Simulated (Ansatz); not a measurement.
Here is the system:

Ge:
```
Ge
1.0
   -2.53489     2.53510     1.39194
    2.53489    -2.53510     1.39194
    2.53489     2.53510    -1.39194
Ge
2
Direct
  0.62511   0.87511   0.75000
  0.37489   0.12489   0.25000
```

This is the LDA-relaxed structure.

Problem. All from DFT-LDA in the program Ansatz with PAW potentials, unless another level is named. Predict the highest zone-centre frequency.

Solution. 180 cm⁻¹.

Problem. Next, the bulk modulus (Birch–Murnaghan fit)?

Solution. 84.2 GPa.

Space group I4_1/amd (β-Sn type). This is a known high-pressure phase of the composition, computed here at zero pressure and temperature. The cell was relaxed with LDA under the symmetry of its start; of distortions, only those at the zone centre were tested. As this level gives no gap, phonon frequencies hold no LO–TO term and depend on the k-mesh and smearing (Fermi–Dirac, 0.1 eV here).

Potentials: the later of the program's two PAW sets.
